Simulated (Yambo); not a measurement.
Yambo run on Sr2MgWO6 (space group Fm-3m, No. 225). The wavefunctions come from this Quantum ESPRESSO step (PBEsol, PseudoDojo standard norm-conserving files, scalar-relativistic):

```
&CONTROL
  calculation = 'nscf'
  pseudo_dir = './pseudo'
  outdir = './out'
/
&SYSTEM
  ibrav = 0
  nat = 10
  ntyp = 4
  ecutwfc = 84.0
  ecutrho = 336.0
  occupations = 'fixed'
  force_symmorphic = .true.
  nbnd = 204
/
&ELECTRONS
  conv_thr = 1e-08
  diago_full_acc = .true.
  diago_thr_init = 1e-08
/
ATOMIC_SPECIES
O 15.9990 O.upf
Mg 24.3050 Mg.upf
Sr 87.6200 Sr.upf
W 183.8400 W.upf
CELL_PARAMETERS angstrom
  0.000000000000   4.014635000000   4.014635000000
  4.014635000000   0.000000000000   4.014635000000
  4.014635000000   4.014635000000   0.000000000000
ATOMIC_POSITIONS crystal
O   0.757320000000   0.242680000000   0.757320000000
O   0.242680000000   0.757320000000   0.242680000000
O   0.757320000000   0.242680000000   0.242680000000
O   0.242680000000   0.757320000000   0.757320000000
O   0.757320000000   0.757320000000   0.242680000000
O   0.242680000000   0.242680000000   0.757320000000
Mg   0.500000000000   0.500000000000   0.500000000000
Sr   0.250000000000   0.250000000000   0.250000000000
Sr   0.750000000000   0.750000000000   0.750000000000
W   0.000000000000   0.000000000000   0.000000000000
K_POINTS automatic
2 2 2 0 0 0
```

Yambo input:

```
rim_cut
gw0
dyson
el_el_corr
HF_and_locXC
ppa
em1d
RandQpts= 1000000
RandGvec= 1 Ry
EXXRLvcs= 84 Ry
VXCRLvcs= 336 Ry
Chimod= "HARTREE"
% BndsRnXp
 3 | 203 |
%
NGsBlkXp= 7 Ry
% LongDrXp
 1.0 | 1.0 | 1.0 |
%
PPAPntXp= 27.2114 eV
% GbndRnge
 1 | 203 |
%
GTermKind= "BG"
DysSolver= "n"
ExtendOut
% QPkrange
 1 | 1 | 40 | 41 |
 2 | 2 | 40 | 41 |
 3 | 3 | 40 | 41 |
%
```

k points by index: 1 = Γ, 2 = L, 3 = X.

Resulting energies as the program prints them:

```
#    K-point    Band    Eo [eV]    E [eV]    E-Eo [eV]    Vxc [eV]    Vnlxc [eV]    Sc|Eo [eV]    Sc|E [eV]    dSc/dw|Eo [eV]    Re(Z)    Im(Z)
#
    1    40    0.000000    -0.535921    -0.535921    -19.80778    -24.92997    4.433325    4.586268    -7.763887    0.778016    -0.001299
    1    41    2.810052    4.125404    1.315352    -16.75860    -11.45329    -3.695541    -3.989958    -6.090340    0.817115    -0.001118
    2    40    -0.429075    -1.025453    -0.596378    -19.27172    -24.51336    4.474950    4.645262    -7.769308    0.777895    -0.001324
    2    41    3.127285    4.481301    1.354016    -17.28643    -11.80196    -3.821257    -4.130450    -6.213365    0.814107    -0.001111
    3    40    -0.076414    -0.612564    -0.536150    -19.62943    -24.70732    4.389473    4.541736    -7.726072    0.778858    -0.001297
    3    41    2.707545    4.040776    1.333231    -16.44980    -10.83807    -3.985098    -4.278497    -5.987852    0.819637    -0.001121
```
(The two width columns are left out.) Convergence of these settings isn't established.

Spin-orbit coupling is not included.

Geometry of the Materials Project entry, not relaxed at this level.

The structure is a Materials Project entry; no match was found in the copy of COD used, and its stability was not checked.
